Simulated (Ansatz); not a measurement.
Input, command and steps of an Ansatz relaxation.

```yaml
crystal:
  lattice:
    - [-5.0899655727, -4.4859497151, 0.6095302888]
    - [-0.2810114662, 4.1574308925, 4.4372989018]
    - [-2.6094834053, 2.6149978365, -2.6138543797]
  atoms:
    - { symbol: Li, position: [0.1113722536, 0.2730649578, 0.5004959063] }
    - { symbol: Li, position: [0.0985130947, 0.7792724846, 0.5005814741] }
    - { symbol: Be, position: [0.7789570438, 0.2991440976, 0.7470342444] }
    - { symbol: Be, position: [0.7787573933, 0.2991631491, 0.252751629] }
    - { symbol: Be, position: [0.7230557939, 0.6123126649, 0.4996628012] }
    - { symbol: Be, position: [0.7021436925, 0.9616043298, 0.4998233078] }
    - { symbol: Sc, position: [0.4381542577, 0.9442764958, 0.9992713427] }
    - { symbol: Sc, position: [0.9183390335, 0.9602138663, 5.45707e-05] }
    - { symbol: Sc, position: [0.486434125, 0.4638892029, 0.9990463696] }
    - { symbol: Cu, position: [0.4680134261, 0.2087460837, 0.4992622536] }
    - { symbol: Cu, position: [0.4001092059, 0.6531890469, 0.4983718433] }
    - { symbol: Ga, position: [0.0866067788, 0.5365204991, 0.0006250978] }
  symmetry: { detect: false }
basis:
  ecutwfc: 420
kpoints:
  mp_grid: { grid: [3, 4, 5] }
hamiltonian:
  xc: pbe
scf:
  occupations: { method: gaussian, width: 0.1 }
  lower_state_search: "off"
output:
  forces: true
  stress: true
  eigenvalues: true
relax:
  adjacent_minimum: "off"
  f_tol: 0.04
  max_steps: 25
  cell: { stress_tol: 0.3 }
```

```bash
ansatz run input.yaml --threads 4 --pin off --max-ram 9216MiB --backend cpu --events-out ev --progress --plain --runs-dir out
```

Level of theory: Ansatz 0.2.0, DFT PBE, scalar-relativistic, plane waves, PAW.

Of 6 frames 5 are shown, positions in Å and forces in eV/Å; the SCF threshold varies from step to step. Steps run on the plane waves of an earlier cell, with a Pulay correction in the pressure. The basis is chosen afresh for the last frame, the zero of the energies, and at times for earlier ones too; energy and pressure can step there, also at an unchanged geometry. Where two frames share a geometry here, they differ by under 2 meV/atom and 0.3 GPa.

```xyz
12
Lattice="-5.0900 -4.4859 0.6095 -0.2810 4.1574 4.4373 -2.6095 2.6150 -2.6139" Properties=species:S:1:pos:R:3:forces:R:3 pbc="T T T" step=1 free_energy_over_end_meV_per_atom=2.91 pressure_GPa=0.01
Li   -1.9497    1.9444   -0.0287    0.0242    0.0440    0.0212
Li   -2.0267    4.1069    2.2095    0.0169   -0.0143   -0.0251
Be   -5.9983   -0.2972   -0.1504    0.0522    0.0542   -0.0048
Be   -4.7075   -1.5888    1.1415    0.0546    0.0465   -0.0005
Be   -5.1563    0.6087    1.8517    0.0164   -0.0677   -0.0804
Be   -5.1484    2.1551    3.3884   -0.0180    0.0311    0.0499
Sc   -5.1031    4.5733    1.8452   -0.0206    0.0361    0.0588
Sc   -4.9443   -0.1275    4.8204   -0.0392   -0.0406   -0.0113
Sc   -5.2133    2.3590   -0.2565   -0.0231   -0.0808   -0.0573
Cu   -3.7436    0.0739   -0.0935   -0.1110   -0.0826    0.0287
Cu   -3.5206    2.2240    1.8396   -0.0441   -0.0063    0.0311
Ga   -0.5932    1.8437    2.4319    0.0919    0.0804   -0.0104
12
Lattice="-5.0833 -4.4677 0.6211 -0.2688 4.1070 4.3742 -2.6520 2.6575 -2.6562" Properties=species:S:1:pos:R:3:forces:R:3 pbc="T T T" step=2 free_energy_over_end_meV_per_atom=0.65 pressure_GPa=-0.15
Li   -1.9520    1.9764   -0.0578    0.0077    0.0159    0.0026
Li   -2.0319    4.0829    2.1298   -0.0211   -0.0059    0.0047
Be   -6.0112   -0.2550   -0.1938    0.0118   -0.0100    0.0334
Be   -4.6977   -1.5703    1.1209   -0.0250    0.0282   -0.0013
Be   -5.1692    0.5980    1.7913    0.0822    0.0028   -0.0810
Be   -5.1736    2.1313    3.3246   -0.0070    0.0081    0.0109
Sc   -5.1383    4.5823    1.7619    0.0360   -0.0944   -0.1304
Sc   -4.9535   -0.1828    4.7688    0.0725    0.0578    0.0071
Sc   -5.2437    2.3755   -0.3367    0.0160    0.0904    0.0754
Cu   -3.7579    0.0859   -0.1306   -0.0698   -0.0388    0.0319
Cu   -3.5422    2.2134    1.7871   -0.1172   -0.0411    0.0726
Ga   -0.5634    1.8495    2.4083    0.0138   -0.0131   -0.0257
12
Lattice="-5.0807 -4.4703 0.6149 -0.2625 4.1080 4.3697 -2.6567 2.6616 -2.6608" Properties=species:S:1:pos:R:3:forces:R:3 pbc="T T T" step=3 free_energy_over_end_meV_per_atom=0.36 pressure_GPa=-0.01
Li   -1.9546    1.9847   -0.0555    0.0157   -0.0093   -0.0177
Li   -2.0364    4.0799    2.1214    0.0094    0.0248    0.0244
Be   -6.0102   -0.2512   -0.1991   -0.0037    0.0011    0.0219
Be   -4.6958   -1.5671    1.1164   -0.0147    0.0116    0.0108
Be   -5.1635    0.5964    1.7769    0.0523    0.0051   -0.0466
Be   -5.1754    2.1306    3.3204    0.0339    0.0300   -0.0005
Sc   -5.1392    4.5687    1.7362    0.0454    0.0708    0.0245
Sc   -4.9114   -0.1663    4.7496   -0.0826   -0.0471    0.0163
Sc   -5.2447    2.3849   -0.3401    0.0502   -0.0183   -0.0669
Cu   -3.7621    0.0819   -0.1375   -0.0506   -0.0311    0.0181
Cu   -3.5516    2.2108    1.7864   -0.0749   -0.0268    0.0468
Ga   -0.5579    1.8497    2.4024    0.0192   -0.0111   -0.0311
12
Lattice="-5.0806 -4.4690 0.6165 -0.2651 4.1086 4.3728 -2.6538 2.6590 -2.6579" Properties=species:S:1:pos:R:3:forces:R:3 pbc="T T T" step=4 free_energy_over_end_meV_per_atom=0.08 pressure_GPa=0.01
Li   -1.9561    1.9820   -0.0508    0.0078    0.0025   -0.0047
Li   -2.0366    4.0829    2.1304    0.0112    0.0108    0.0012
Be   -6.0086   -0.2519   -0.1955    0.0018   -0.0039    0.0068
Be   -4.6953   -1.5667    1.1191   -0.0065    0.0041   -0.0011
Be   -5.1573    0.5964    1.7748    0.0161    0.0077   -0.0083
Be   -5.1782    2.1307    3.3267    0.0228    0.0097   -0.0106
Sc   -5.1301    4.5738    1.7404   -0.0101    0.0154    0.0252
Sc   -4.9310   -0.1700    4.7634    0.0040   -0.0120   -0.0206
Sc   -5.2324    2.3854   -0.3435    0.0090   -0.0192   -0.0278
Cu   -3.7648    0.0779   -0.1347   -0.0137   -0.0131    0.0006
Cu   -3.5570    2.2105    1.7955   -0.0512   -0.0117    0.0377
Ga   -0.5559    1.8482    2.3993    0.0087    0.0097    0.0017
12
Lattice="-5.0886 -4.4771 0.6143 -0.2594 4.1108 4.3695 -2.6555 2.6595 -2.6588" Properties=species:S:1:pos:R:3:forces:R:3 pbc="T T T" step=6 free_energy_over_end_meV_per_atom=0.00 pressure_GPa=-0.01
Li   -1.9526    1.9859   -0.0503   -0.0160   -0.0121    0.0043
Li   -2.0332    4.0840    2.1286    0.0020   -0.0036   -0.0055
Be   -6.0157   -0.2544   -0.1945   -0.0099    0.0062   -0.0036
Be   -4.7019   -1.5694    1.1208    0.0036   -0.0083    0.0091
Be   -5.1572    0.5953    1.7700    0.0072    0.0052   -0.0017
Be   -5.1797    2.1310    3.3267   -0.0092   -0.0079    0.0000
Sc   -5.1339    4.5701    1.7355    0.0093    0.0043   -0.0050
Sc   -4.9263   -0.1796    4.7481    0.0083    0.0047   -0.0035
Sc   -5.2257    2.3826   -0.3588    0.0102    0.0036   -0.0068
Cu   -3.7727    0.0660   -0.1424    0.0040    0.0142    0.0102
Cu   -3.5698    2.2110    1.8033   -0.0030   -0.0091   -0.0072
Ga   -0.5528    1.8472    2.3975   -0.0063    0.0029    0.0097
```

Time: 120 s on 4 threads of Intel(R) Xeon(R) Processor @ 2.50GHz (Skylake/Cascade Lake), on a shared host, peak memory 0.78 GiB.

The k mesh is coarse.